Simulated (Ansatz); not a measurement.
# Hf (diamond): energy against volume

Theory: DFT, LDA (PW92), plane waves (420 eV) with PAW, scalar-relativistic in Ansatz. The PAW files were generated under PBE, with cores re-solved for the functional.

The cell is scaled uniformly from the relaxed one, with fractional coordinates and shape fixed. Energies are extrapolated to zero smearing, pressures are those at the given smearing. Magnetic state: spin not included.

A Birch-Murnaghan fit gives V₀ = 30.09 Å³/atom, B₀ = 32 GPa, B₀′ = 2.8.

**Question.** What are the energy above the minimum and the pressure at 27.750 Å³/atom?

**Answer.** 20.4 meV/atom and 3.17 GPa as computed.

**Question.** What are the energy above the minimum and the pressure at 28.956 Å³/atom?

**Answer.** 4.6 meV/atom and 1.49 GPa as computed.

**Question.** What are the energy above the minimum and the pressure at 32.576 Å³/atom?

**Answer.** 18.7 meV/atom and -2.15 GPa as computed.
